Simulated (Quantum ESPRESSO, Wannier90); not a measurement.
**HgF₂ (fluorite), plane waves to Wannier functions**

```xyz
3
Lattice="0.0000 2.7782 2.7782 2.7782 0.0000 2.7782 2.7782 2.7782 0.0000" Properties=species:S:1:pos:R:3 pbc="T T T"
Hg     0.0000     0.0000     0.0000
F     -1.3891    -1.3891    -1.3891
F      1.3891     1.3891     1.3891
```

Materials Project entry mp-8177; symmetrised, unrelaxed at this level. COD (Crystallography Open Database) has an entry of this formula and space group (matched by these alone). Level: PBEsol, no spin polarisation, no spin-orbit coupling; pw.x of Quantum ESPRESSO at 68 Ry with PseudoDojo potentials, 10×10×10 k-points, Wannier90. Density: 10×10×10 mesh, cold smearing 0.01 Ry. Spin-orbit coupling is left out although heavy elements are present.

A tight-binding model is made by disentanglement and projection with no localisation steps (num_iter = 0), so the 17 orbitals stay atom-like: hydrogen-like Hg: s;p;d; F: s;p, axes along x, y, z; frozen window up to 2.30 eV relative to the valence-band maximum. It follows pw.x to 0.2 meV rms for states up to 1.8 eV relative to the valence-band maximum. Matrix elements depend on this choice of orbitals and windows.

**Question.** Which pairs of orbitals on different sites are coupled most strongly? Give distance, modulus and how many such pairs a cell has.

**Answer.** 
```tsv
orbital	orbital	distance of the centres (Å)	modulus (eV)	pairs
F pz	Hg s	2.41	0.52	8
F py	Hg s	2.41	0.52	8
F px	Hg s	2.41	0.52	8
F s	Hg dxz	2.41	0.52	8
F s	Hg dyz	2.41	0.52	8
F s	Hg dxy	2.41	0.52	8
F pz	Hg dxy	2.41	0.46	8
F px	Hg dyz	2.41	0.46	8
F py	Hg dxz	2.41	0.46	8
F px	F px	2.78	0.45	2
F pz	F pz	2.78	0.45	2
F py	F py	2.78	0.45	2
F pz	Hg px	2.41	0.36	8
F py	Hg px	2.41	0.36	8
F pz	Hg py	2.41	0.36	8
F px	Hg py	2.41	0.36	8
F py	Hg pz	2.41	0.36	8
F px	Hg pz	2.41	0.36	8
Hg pz	Hg pz	3.93	0.34	2
Hg py	Hg py	3.93	0.34	2
Hg px	Hg px	3.93	0.34	2
F pz	F s	2.78	0.30	4
F py	F s	2.78	0.30	4
F px	F s	2.78	0.30	4
F s	Hg s	2.41	0.29	8
F px	Hg dxz	2.41	0.25	8
F px	Hg dxy	2.41	0.25	8
F pz	Hg dxz	2.41	0.25	8
F pz	Hg dyz	2.41	0.25	8
F py	Hg dyz	2.41	0.25	8
```
